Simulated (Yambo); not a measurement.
G0W0@LDA for BaZnAsF (space group P4/nmm, No. 129) in Yambo. Reference settings: 2×2×1 Γ-centred k mesh, bands 9 to 277 and a 7 Ry block in the screening, 277 bands in G with the Bruneval-Gonze terminator, plasmon pole fitted at 27.2 eV. The LDA gap Γ → Γ on this mesh is 0.10 eV; G0W0 gaps are taken between the same points.

Gap (Γ → Γ) in eV against the number of bands and the screening block, terminator on:

```tsv
bands (W and G)	2 Ry	3 Ry	4 Ry	6 Ry	7 Ry
85	1.713	1.729	1.734	1.743	1.747
118	1.484	1.496	1.490	1.510	1.517
164	1.428	1.432	1.423	1.452	1.461
220	1.395	1.388	1.374	1.410	1.421
277	1.382	1.370	1.349	1.385	1.398
```

Rough cost of the Yambo step against the reference (shared machines):

```tsv
bands (W and G)	2 Ry	3 Ry	4 Ry	6 Ry	7 Ry
85	1/4	1/4	1/5	1/4	1/3
118	1/4	1/3	1/3	1/3	1/2
164	1/2	1/3	1/2	1/2	~1
220	~1	~1	1/2	~1	~1
277	~1	~1	~1	~1	1
```

At the largest block the last step in bands moves the gap by -0.023 eV; at the most bands the last step in the block moves it by 0.013 eV.

Spin-orbit splittings are left out.

The standard potential for As keeps a d shell in the valence without the s and p states of that shell. In tests on such compounds this moved G0W0 gaps by up to about 0.9 eV, so absolute quasiparticle energies here are unreliable; differences between settings are what counts.

Geometry of the Materials Project entry, not relaxed at this level; primitive cell a = b = 4.2992 Å, c = 9.6217 Å, α = β = γ = 90.00°.

The structure is a Materials Project entry; no match was found in the copy of COD used, and its stability was not checked.
